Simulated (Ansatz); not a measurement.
MgS (P4_2/mmc), relaxed with HSE06 (Ansatz, a quantum-chemistry and plane-wave program, plane waves, PAW): a = 3.695 Å, b = 3.695 Å, c = 6.749 Å, α = 90.00°, β = 90.00°, γ = 90.00°.

gap (eV): 2.02
B₀ by P(V) fit (GPa): 51.7

Problem. The same phase is relaxed and computed with r²SCAN in the same code. What are the cell and these values now?

Solution. a = b = 3.692 Å, c = 6.768 Å, α = β = γ = 90.00°.

* **gap (eV)**: 1.68
* **B₀ by P(V) fit (GPa)**: 51.9

Constructed cells (a structure type filled with these elements, in neither database checked): MgS, P4_2/mmc (Mg on 2c, S on 2e). Unstable at this level: MgS, P4_2/mmc (Mg on 2c, S on 2e) with r²SCAN. All cells were relaxed under the symmetry of their starts (and spin orders); stability against distortions was not tested throughout.

Potentials: the later of the program's two PAW sets.

Ansatz is a plane-wave DFT program.
